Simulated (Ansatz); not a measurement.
How the field gradients follow the size of the cell in BeH₂O₂

Reference cell: a structure deposited in the COD, ions relaxed with r2SCAN at fixed cell.

```cif
data_BeH2O2
_symmetry_space_group_name_H-M 'P2_12_12_1'
_symmetry_Int_Tables_number 19
_cell_length_a 4.5336
_cell_length_b 4.6255
_cell_length_c 7.0384
_cell_angle_alpha 90.000
_cell_angle_beta 90.000
_cell_angle_gamma 90.000
loop_
_atom_site_label
_atom_site_type_symbol
_atom_site_symmetry_multiplicity
_atom_site_Wyckoff_symbol
_atom_site_fract_x
_atom_site_fract_y
_atom_site_fract_z
Be Be 4 a 0.0365 0.7002 0.6261
H5 H 4 a 0.2727 0.0932 0.5687
H9 H 4 a 0.3531 0.4245 0.7819
O13 O 4 a 0.1824 0.1103 0.0495
O17 O 4 a 0.1557 0.4080 0.7287
```

One atom of each set is listed.

Level of theory: DFT, r2SCAN, plane waves and PAW, scalar-relativistic, 500 eV cutoff, Γ-centred 5×5×3 k-points, Fermi–Dirac smearing 0.02 eV (Ansatz 0.2.0).

The cell is scaled uniformly, and the ions keep their fractional positions.

```csv
V/V₀,Be V_zz (η),H5 V_zz (η),H9 V_zz (η),O13 V_zz (η),O17 V_zz (η)
0.98,0.059 (0.55),3.99 (0.05),3.93 (0.05),10.87 (0.46),10.77 (0.45)
0.99,0.060 (0.55),3.89 (0.05),3.84 (0.05),10.91 (0.47),10.81 (0.45)
1.00,0.060 (0.55),3.80 (0.05),3.75 (0.05),10.96 (0.48),10.85 (0.46)
1.03,?,?,?,?,?
```

(1) Fill in the row for V/V₀ = 1.03 (V_zz in 10²¹ V/m²).

## Answers

(1) Be: 0.061 (0.57), H5: 3.54 (0.06), H9: 3.49 (0.05), O13: 11.08 (0.50), O17: 10.97 (0.48). Worked for O13: a power law through the other 3 rows, |V_zz| = 10.96 × (V/V₀)^0.40, gives 11.09 at V/V₀ = 1.03, against 11.08 from the run (+0.0 %). Logarithmic slopes d ln|V_zz|/d ln V over the series: Be 0.4, H5 -2.4, H9 -2.4, O13 0.4, O17 0.4. Point charges on a uniformly scaled lattice would give −1; charge that moves in the bonds makes the difference.

The atoms aren't relaxed in the scaled cells (forces up to 0.43 eV/Å): every bond scales with the cell, where a real crystal would keep its stiff bonds nearly fixed.
